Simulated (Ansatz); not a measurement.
Relax this structure to zero stress and force, keeping its symmetry:

```cif
data_structure
_symmetry_space_group_name_H-M 'P 1'
_symmetry_Int_Tables_number 1
_cell_length_a 5.5262
_cell_length_b 5.5262
_cell_length_c 5.5262
_cell_angle_alpha 33.402
_cell_angle_beta 33.402
_cell_angle_gamma 33.402
_cell_volume 45.54
loop_
_atom_site_label
_atom_site_type_symbol
_atom_site_fract_x
_atom_site_fract_y
_atom_site_fract_z
_atom_site_occupancy
Hf1 Hf 0.00000 0.00000 0.00000 1
W1 W 0.50000 0.50000 0.50000 1
C1 C 0.24575 0.24575 0.24575 1
C2 C 0.75425 0.75425 0.75425 1
```

Theory: DFT r2SCAN, scalar-relativistic, plane waves, PAW in Ansatz 0.2.0.

Settings: cutoff 500 eV, Γ-centred mesh 15×15×15 on the computed 4-atom cell, Gaussian smearing of 0.10 eV; no spin polarisation.

Question: What does it relax to?

Answer: The volume goes down by 0.13 Å³/atom to 11.26 Å³/atom, and the energy falls by 1.5 meV/atom. Final structure:
Space group R-3m:H (No. 166). a = 3.166 Å, b = 3.166 Å, c = 15.565 Å, α = 90.00°, β = 90.00°, γ = 120.00°
| atom | site | symmetry | x | y | z |
| --- | --- | --- | --- | --- | --- |
| Hf | 3a | -3m | 0.0000 | 0.0000 | 0.0000 |
| W | 3b | -3m | 0.6667 | 0.3333 | 0.8333 |
| C | 6c | 3m | 0.3333 | 0.6667 | 0.9125 |

Spin–orbit coupling is left out, which can shift energies with elements as heavy as these.

Cost: 1 run of about 7.2 core-minutes, on Arm Neoverse V1 (shared hosts).